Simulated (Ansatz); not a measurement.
Phonon spectrum of Pt at 0.98 times its equilibrium volume

All numbers below come from Ansatz, DFT LDA, scalar-relativistic, plane waves, PAW. Cutoff 420 eV, 20×20×20 k-points (Γ-centred), Fermi-Dirac smearing of 0.15 eV. No spin polarisation. Phonons by linear response, acoustic sum rule imposed.

The cell, relaxed in shape and atoms at 0.98 times its equilibrium volume:
```xyz
1
Lattice="0.0000 1.9356 1.9356 1.9356 0.0000 1.9356 1.9356 1.9356 0.0000" Properties=species:S:1:pos:R:3 pbc="T T T"
Pt    0.0000    0.0000    0.0000
```

In a metal, frequencies and elastic constants depend on the k mesh and the smearing, soft modes and shear constants most. Spin–orbit coupling is left out, which can shift energies with elements as heavy as these. The q mesh is coarse, so values between its points are rough.

Force constants from linear response on a 2×2×2 q mesh.

Question: Is the structure dynamically stable on this mesh?

Answer: Yes, on this mesh: no mode is imaginary.

Question: Give the frequencies (cm⁻¹; i marks imaginary ones) at the irreducible q points, in fractions of the reciprocal vectors.

Answer:
| q | star | frequencies |
| --- | --- | --- |
| 0.000 0.000 0.000 | 1 | 0 0 0 |
| 0.000 0.000 -0.500 | 4 | 100 100 212 |
| 0.000 -0.500 -0.500 | 3 | 138 138 207 |

Cost: 1 run of about 1.6 core-minutes, on Intel Xeon Processor @ 2.70GHz (shared hosts).